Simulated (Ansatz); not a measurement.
Starting cell, BN (wurtzite):

```
BN
1.0
    5.10906     0.00000     0.00000
   -1.27726     2.21229     0.00000
    0.00000     0.00000     4.22457
B N
4 4
Direct
  0.33333   0.33333   0.99991
  0.83333   0.33333   0.99991
  0.16667   0.66667   0.49991
  0.66667   0.66667   0.49991
  0.33333   0.33333   0.62529
  0.83333   0.33333   0.62529
  0.16667   0.66667   0.12529
  0.66667   0.66667   0.12529
```

The atoms are displaced by Q × the pattern below (from a DFPT mode at M = (0.5, 0.0, 0.0), largest move 1; Q in Å), at fixed cell. (q is in reciprocal vectors of the primitive cell; the cell shown is doubled to hold the pattern.)

```json
[
 {"atom": "B1", "x": "-0.443", "y": "-0.256", "z": "-0.859"},
 {"atom": "B2", "x": "0.443", "y": "0.256", "z": "0.859"},
 {"atom": "B3", "x": "-0.443", "y": "-0.256", "z": "0.859"},
 {"atom": "B4", "x": "0.443", "y": "0.256", "z": "-0.859"},
 {"atom": "N5", "x": "-0.087", "y": "-0.050", "z": "-0.781"},
 {"atom": "N6", "x": "0.087", "y": "0.050", "z": "0.781"},
 {"atom": "N7", "x": "-0.087", "y": "-0.050", "z": "0.781"},
 {"atom": "N8", "x": "0.087", "y": "0.050", "z": "-0.781"}
]
```

Method: PBE (plane waves to 420 eV, PAW, scalar-relativistic; Ansatz, a program for electronic structure). k mesh 15×15×8 (Γ-centred), Fermi-Dirac smearing 0.05 eV. The energy includes the smearing's −TS. Compression counts positive. BN was relaxed with its symmetry unable to fall. The zero of ΔE is the undisplaced structure.

| Q (Å) | ΔE (meV/cell) | −dE/dQ from forces (eV/Å) | P (GPa) |
|---|---|---|---|
| -0.280 | 7239 | 48.729 | 17.6 |
| -0.233 | 5115 | 42.131 | 12.0 |
| -0.187 | 3320 | 34.692 | 7.6 |
| -0.140 | 1888 | 26.594 | 4.2 |
| -0.093 | 845 | 18.005 | 1.9 |
| -0.047 | 212 | 9.087 | 0.5 |
| 0.000 | 0 | 0.000 | 0.0 |
| 0.047 | 212 | -9.087 | 0.5 |
| 0.093 | 845 | -18.005 | 1.9 |
| 0.140 | 1888 | -26.594 | 4.2 |
| 0.187 | 3320 | -34.692 | 7.6 |
| 0.233 | 5115 | -42.131 | 12.0 |
| 0.280 | 7239 | -48.729 | 17.6 |

What the scan shows:

Energy at Q = 0.280 Å: 7239 meV/cell
Space group of the distorted cell: Pmc2_1 (No. 26), lowered from P6_3mc
Symmetry of the curve: even: the same for both signs
Shape of the curve: a single well with its minimum at or next to zero displacement
Harmonic wavenumber from the curvature (finite differences): 825 cm⁻¹
Wavenumber by perturbation theory (DFPT, on another k mesh): 825 cm⁻¹

(A displaced cell: forces are minus the slopes of the energy, force constants its curvatures, and phonons follow from these.)
